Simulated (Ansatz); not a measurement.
In DFT-PBE in the program Ansatz with PAW potentials, PbS in the zinc blende structure (F-43m) relaxes to a = 6.648 Å. S has 4 nearest neighbours from 2.88 Å (tetrahedral); Pb has 4 nearest neighbours from 2.88 Å (tetrahedral). Its formation energy from the elements is -0.37 eV/atom, with no fitted shifts.

The Kohn–Sham gap is 0.84 eV (indirect). The valence maximum lies at W and the conduction minimum at X (3 equivalent valleys). Gap from PBE with spin–orbit coupling: 0.74 eV. The electron mass is 0.37, 0.37, 1.8 mₑ (principal values). The hole mass is 0.62, 0.62, 0.80 mₑ (principal values).

The bulk modulus is 35.2 GPa.

The start of the workflow was typed in or built on a structure type; neither database checked (COD, Materials Project) lists it. It is not the phase usual at ambient conditions (space group No. 225). The PBE relaxation kept the symmetry of its start; whether a distortion lowers the energy is not shown. The references are the lowest solids computed at this level, not always the standard phases. Spin–orbit coupling is left out wherever it is not named.

Potentials: the later of the program's two PAW sets.
